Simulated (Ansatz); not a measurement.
# Is this Dy3C structure a true minimum?

The structure comes from a generated guess, relaxed at this level; another structure or a mixture of phases may lie lower.

The calculation used DFT PBE, scalar-relativistic, plane waves, PAW, and for the lanthanide a 4f-in-core norm-conserving potential (Ansatz 0.2.0). Plane waves to 630 eV, a k mesh through Γ of 14×14×14 on the computed 4-atom cell and Gaussian smearing (0.10 eV); no spin polarisation.

The cell below (4 atoms, space group I4/mmm (No. 139)) is relaxed within its symmetry.

```
Dy C
1.0
    -1.80859    1.80859    7.35242
     1.80859   -1.80859    7.35242
     1.80859    1.80859   -7.35242
Dy C
3 1
Direct
  0.16299 0.16299 0.00000
  0.83701 0.83701 0.00000
  0.50000 0.50000 0.00000
  0.00000 0.00000 0.00000
```

For the test a repeat of it with 8 atoms (edges 3.62, 7.23, 7.78 Å) was strained at random (σ = 1.5 % a component), the atoms were moved at random (σ = 0.05 Å), and all was relaxed again on a coarse 6×4×6 mesh (in the run’s order of axes) with 0.20 eV smearing, with no symmetry imposed.

An odd number of valence electrons (the lanthanide is held trivalent, its 4f shell in the core) allows no gap without spin; another valence of the lanthanide, a larger cell or a magnetic state could open one.

Question: What happens?

Answer: It returns, within 1 meV/atom of the unmoved cell on that mesh and with the same symmetry when read at 0.1 Å. So it is stable against the distortions that fit this cell and that this random move excites. Modes that don't fit the cell aren't tested.

The lanthanide is trivalent by construction, without f bands, f moments or other valences.
